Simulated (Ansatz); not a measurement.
A generated cell, not matched to a known phase here, of Cd₃Se₂: Pn-3m, origin choice 1 (No. 224), cP10; a = b = c = 6.5323 Å, α = β = γ = 90.00°; Cd 6d (0.000, 0.000, 0.500); Se 4b (0.250, 0.250, 0.250). These are PBEsol (plane waves to 420 eV, PAW, scalar-relativistic; Ansatz, an electronic-structure program) values and carry that method's errors. Element references, the lowest calculated here: Cd (P6₃/mmc), Se (P3₁21).

Total energies (eV/atom, σ → 0; comparable only within this code, potentials and settings):

```
phase           E (eV/atom)
--------------  -----------
Cd3Se2 (Pn-3m)    -7080.251
Cd (P6₃/mmc)      -8184.063
Se (P3₁21)        -5424.207
CdSe (F-43m)      -6804.705
```

Question: What is the formation energy of this Pn-3m form of Cd3Se2 from the elements?

Answer: E_f = -7080.251 − [3 × (-8184.063) + 2 × (-5424.207)] / 5 = -0.13 eV/atom (-0.7 eV per formula unit).

Question: How does this cell stand against the other phases calculated?

Answer: It lies 0.33 eV/atom above their hull: Cd3Se2 → Cd + 2 CdSe (CdSe F-43m, Cd P6₃/mmc) releases that much. A lower structure of this composition may exist.

This is the hull of the energies calculated here, no anion corrections; phases that were not calculated are missing from it. Values are rounded to 0.01 eV/atom. Not shown to be the ambient phase of their composition (a lower form may be missing, and a cell relaxed within its start's symmetry can be a saddle point): Cd3Se2 (Pn-3m). The compounds carry no spin polarisation.
